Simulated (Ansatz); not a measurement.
**Cu: moving Cu off its site**

Cu, Fm-3m, a = 3.615 Å (as given, not relaxed at this level: -6.5 GPa). Ansatz: PBEsol, PAW, 420 eV, Γ-centred 12×12×12 mesh on 8 atoms, Gaussian smearing 0.15 eV; no spin polarisation.

```yaml
crystal:
  lattice:
    - [3.61500, 0.00000, 3.61500]
    - [0.00000, -3.61500, 3.61500]
    - [3.61500, -3.61500, 0.00000]
  atoms:
    - { symbol: Cu, position: [0.00000, 0.00000, 0.50000] }
    - { symbol: Cu, position: [0.00000, 0.50000, 0.50000] }
    - { symbol: Cu, position: [0.50000, 0.00000, 0.50000] }
    - { symbol: Cu, position: [0.50000, 0.50000, 0.50000] }
    - { symbol: Cu, position: [0.00000, 0.00000, 0.00000] }
    - { symbol: Cu, position: [0.00000, 0.50000, 0.00000] }
    - { symbol: Cu, position: [0.50000, 0.00000, 0.00000] }
    - { symbol: Cu, position: [0.50000, 0.50000, 0.00000] }
```

Atom 1 (Cu) moves by x along the unit vector (0.000, 0.000, -1.000), with its periodic images; all else is held. y is the free energy of the cell over the start, F the force along the path summed over the moved atoms. Symmetry makes y even in x.

```
 x (Å) y (meV) F (eV/Å)
-0.600   1314.1      4.85
-0.360    437.4      2.55
-0.120     46.3      0.78
 0.000      0.0      0.00
 0.180    105.0     -1.18
 0.240    188.8     -1.61
 0.300        ?         ?
 0.420    605.9     -3.07
 0.480    806.8     -3.63
 0.540   1042.2     -4.22
```

Fit y = c2 x² + c4 x⁴ to the energies of the other rows, give the force constant, and predict energy and force of the missing row.

Least squares on the rows shown. y = 3225.0 x² + 1187.1 x⁴. The force constant is 2 c2 = 6.45 eV/Å², for the cell as given, at -6.5 GPa (for all images moving together, not for a lone atom). The force −dy/dx at the missing row is -2.06 eV/Å (computed -2.07). At x = 0.300 the fit asked for gives 299.9 meV. The run gave 299.0 meV, so the fit is 0.9 meV too high, within twice the rms miss on the fitted rows (0.7 meV).

Cost: 10 runs of about 24 core-minutes in all, on Arm Neoverse V2 (shared hosts).